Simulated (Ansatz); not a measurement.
Name crystals whose computed values (DFT-PBEsol in the program Ansatz with PAW potentials) fall in these windows: gap (eV) 6.7 to 8.5; highest Γ mode, no LO–TO term (cm⁻¹) 430 to 570; HSE06 gap (eV) 8.7 to 12.



```
crystal                                             gap (eV)  highest Γ mode, no LO–TO term (cm⁻¹)  HSE06 gap (eV)
--------------------------------------------------  --------  ------------------------------------  --------------
LuF3, P-3c1 (Lu on 6f, F on 2a, F on 4d, F on 12g)      7.61                                   492           10.17
YF3, Pnma (Y on 4c, F on 8d, F on 4c)                   7.89                                   503           10.33
LiF, zinc blende                                        7.67                                   431           10.02
KMgF3, cubic perovskite                                 7.12                                   462            9.54
```
Others may fit too.

Typed or built starts, not in the databases checked: LiF, zinc blende. Not the usual ambient phase: LiF, zinc blende. Standing as an ambient phase not checked: LuF3, P-3c1 (Lu on 6f, F on 2a, F on 4d, F on 12g); YF3, Pnma (Y on 4c, F on 8d, F on 4c). All cells were relaxed under the symmetry of their starts (and spin orders); stability against distortions was not tested throughout. Rows with no word on spin ran without spin polarisation. Spin–orbit coupling is left out wherever it is not named.

Potentials: the later of the program's two PAW sets.
